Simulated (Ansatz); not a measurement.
Cs2SnI6 (K2PtCl6 type, space group Fm-3m)

```xyz
9
Lattice="0.0000 6.0165 6.0165 6.0165 0.0000 6.0165 6.0165 6.0165 0.0000" Properties=species:S:1:pos:R:3 pbc="T T T"
Cs     3.0083     3.0083     3.0083
Cs     9.0248     9.0248     9.0248
Sn     0.0000     0.0000     0.0000
I      2.9111     6.0165     6.0165
I      9.1219     6.0165     6.0165
I      6.0165     2.9111     6.0165
I      6.0165     9.1219     6.0165
I      6.0165     6.0165     2.9111
I      6.0165     6.0165     9.1219
```

The volume is varied about the relaxed value V₀ at fixed cell shape. The atoms relax within the cell's symmetry.

Computed with PBE (plane waves to 420 eV, PAW, scalar-relativistic; Ansatz, a quantum-chemistry and plane-wave program). k mesh 5×5×5 (Γ-centred), Fermi-Dirac smearing 0.05 eV. The energy includes the smearing's −TS. Stress and pressure are positive under compression. Cs2SnI6 was relaxed with its symmetry unable to fall. Spin-orbit coupling is left out, though I is heavy. The relaxed volume of Cs2SnI6 is well above the measured one; the method has no dispersion term. ΔE is measured from the relaxed starting cell. The last digit holds for this mesh only.

```tsv
V (Å³/atom)	ΔE (meV/atom)
40.654	44.0
42.203	25.4
43.752	withheld
45.300	5.3
46.849	1.3
48.398	0.0
49.947	0.9
51.495	3.5
53.044	7.3
54.593	12.1
56.142	17.7
```

Question: Fit a third-order Birch-Murnaghan form (E₀, V₀, B₀, B₀′ free) to the given rows and predict ΔE at V = 43.752.

Answer: Least squares on the 10 given rows: ΔE = E₀ + (9V₀B₀/16)·y²·[2 + (B₀′ − 4)y], y = (V₀/V)^(2/3) − 1, with V₀ = 48.445 Å³/atom, B₀ = 6.993 GPa (160.2 GPa = 1 eV/Å³; the term in eV is multiplied by 1000), B₀′ = 7.27, E₀ = -0.04 meV/atom; root-mean-square residual 0.06 meV/atom. At 43.752 the fit gives 13.1 meV/atom; the calculation gives 13.0 meV/atom, so the interpolation is off by 0.1 (+0.8 %). For the pressure the fit gives 1.0 GPa against the computed 1.0 GPa.

(A scan under strain: stresses follow from slopes of the energy per volume, elastic moduli from its curvatures.)
